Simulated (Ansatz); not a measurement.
TiC (rock salt, Fm-3m) under volume change, PBEsol (plane waves, PAW; program Ansatz), scaled uniformly.

```tsv
V (Å³/atom)	E − E(relaxed) (meV/atom)	P (GPa)
8.999	78.1	30.42
9.296	32.9	18.71
9.592	7.8	8.65
9.889	0.0	-0.01
10.186	7.1	-7.45
10.482	27.0	-13.86
10.779	57.9	-19.38
```

### Question
What does a third-order Birch–Murnaghan fit give for V₀, B₀ and B′?

### Answer
V₀ = 9.89 Å³/atom, B₀ = 267 GPa, B′ = 4.0.

The PBEsol relaxation kept the symmetry of its start; of distortions, only those at the zone centre were tested. The run is not spin-polarised.

Potentials: the earlier of the program's two PAW sets.
